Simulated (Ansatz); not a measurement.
AgBr:
```
AgBr
1.0
    0.00000     2.92044     2.92044
    2.92044     0.00000     2.92044
    2.92044     2.92044     0.00000
Ag Br
1 1
Direct
  0.50000   0.50000   0.50000
  0.00000   0.00000   0.00000
```

Relaxed with PBE. 

Task: HSE06 on this cell (Ansatz, a first-principles code, PAW) gives a gap of 2.04 eV. What does PBE give?

Result: 0.69 eV.

Cost on shared cores: the PBE run (SCF on a 8×8×8 mesh, then bands and DOS) very roughly 15 core-seconds, the HSE06 run (SCF on 6×6×6, then a few points) around 2.7 core-minutes (rough); the tasks are unlike.

Space group Fm-3m (rock salt). The cell was relaxed with PBE under the symmetry of its start; phonons on a q-mesh show no instability. The run is not spin-polarised. Scalar-relativistic: spin–orbit coupling is off unless named, which matters more the heavier the elements.

Potentials: the later of the program's two PAW sets.

Ansatz is a plane-wave DFT program.
